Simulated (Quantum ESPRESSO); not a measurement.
# Moving one atom in Ga3GeO5N

These are calculations, not measurements. They come from pw.x of Quantum ESPRESSO 7.5, a plane-wave density functional program, with PseudoDojo standard norm-conserving files (v0.5 for PBE, v0.4.1 for LDA and PBEsol). The cells are made up: elements, strain and atom displacements were drawn at random, and nothing was relaxed. There is no spin polarisation, spin-orbit coupling or dispersion term.

The cell has 10 sites of a corundum lattice. Sites 1 to 4 hold Ga Ge Ga Ga; sites 5 to 10 hold O O O O O N. Cell vectors in Å: (2.547, 1.533, 4.545); (-2.561, 1.556, 4.545); (0.012, -2.957, 4.502). Settings: PBE, cutoff 1143 eV, 5 x 5 x 5 k mesh shifted by half a step, Fermi-Dirac smearing of 0.025 eV.

Each run shifts the O atom on site 5 along y and leaves all else fixed. Site 4 is one of its nearest neighbours. E is the free energy of the cell above the lowest run shown. The last column is band 45 less band 44 at Gamma, from a band step after each run.

| run | shift (Å) | Fy on site 5 (eV/Å) | Fy on site 4 (eV/Å) | P (GPa) | E (meV) | level step at Gamma (eV) |
| --- | --- | --- | --- | --- | --- | --- |
| 1 | -0.1857 | 2.647 | 0.115 | -3.04 | 358.6 | 0.501 |
| 2 | -0.1659 | 2.478 | 0.107 | -3.14 | 307.9 | 0.531 |
| 3 | -0.1201 | 2.076 | 0.101 | -3.31 | 203.6 | 0.599 |
| 4 | -0.0942 | 1.842 | 0.106 | -3.37 | 152.8 | 0.634 |
| 6 | 0.1573 | -0.733 | 0.573 | -2.97 | 0.0 | 0.872 |
| 7 | 0.1834 | -1.041 | 0.677 | -2.80 | 23.1 | 0.886 |
| 5 | 0.1390 | ? | ? | ? | ? | ? |

A rerun of one of these cells at 1437 eV and k mesh 7 x 7 x 7 moved values by no more than 0.004 eV in the cell's energy, 0.03 GPa in stress and 0.002 eV/Å in force.

## Worked fit

A parabola through the six runs shown gives Fy on site 5 = 0.940 - 9.99 u - 4.3 u² eV/Å, with u in Å and a scatter of 0.004 eV/Å. Minus the slope, 9.99 ± 0.12 eV/Å², is this atom's force constant along y at u = 0, with its periodic images moving too. The fitted force vanishes at u = 0.091 Å, where the energy should be lowest along this line. The error is the larger of the fit's own and the change that a cubic makes, rounded up.

## Withheld run

Question: what Fy on site 5 should run 5 give?

The fit gives -0.532 eV/Å. The calculation gave -0.522 eV/Å.

| run | shift (Å) | Fy on site 5 (eV/Å) | Fy on site 4 (eV/Å) | P (GPa) | E (meV) | level step at Gamma (eV) |
| --- | --- | --- | --- | --- | --- | --- |
| 5 | 0.1390 | -0.522 | 0.508 | -3.07 | -11.5 | 0.861 |